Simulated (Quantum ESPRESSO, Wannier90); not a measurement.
**ZrS$_{2}$ (CdI2 type): Wannier90 run**

```
CELL_PARAMETERS angstrom
      3.69138     0.00000     0.00000
     -1.84569     3.19683     0.00000
      0.00000     0.00000     6.04108
ATOMIC_POSITIONS crystal
  Zr 0.00000 0.00000 0.00000
  S  0.66667 0.33333 0.76209
  S  0.33333 0.66667 0.23791
```

Cell from Materials Project (mp-1186), symmetrised, no further relaxation. Not found in the COD (Crystallography Open Database) copy used; not checked further. Level: PBEsol, no spin polarisation, no spin-orbit coupling; pw.x of Quantum ESPRESSO at 53 Ry with PseudoDojo potentials, 12×12×4 k-points, Wannier90. Density: 12×12×6 mesh, cold smearing 0.01 Ry. The cell is built of weakly bound layers, chains or molecules, whose nearest atoms lie 3.82 Å apart. Database cells relaxed without dispersion often hold them too far apart, which can enlarge gaps and weakens couplings between them; spacing and stacking were not compared with the measured crystal.

Functional, cutoff and mesh named above are those of the base row (PBEsol); the first column says what each row takes instead. Model: 8 functions from bands 5-12, start SCDM (isolated) (the valence bands). Energies are relative to the valence-band maximum; the misfit is to pw.x on a path, for all bands of the set. The functional changes, each with its own PseudoDojo files and their cutoffs, on the same cell. Ω_total can sit in another minimum from row to row; Ω_I of an isolated set cannot.

| functional | Ω_I (Å²) | Ω_total (Å²) | rms misfit (meV) | gap (eV) | bottom of band 5 (eV) |
|---|---|---|---|---|---|
| LDA | 13.13 | 15.27 | 0.8 | 0.91 | -12.56 |
| PBE | 12.77 | 14.87 | 0.7 | 1.03 | -12.58 |
| PBEsol | 12.99 | 15.13 | 0.7 | 0.96 | -12.58 |
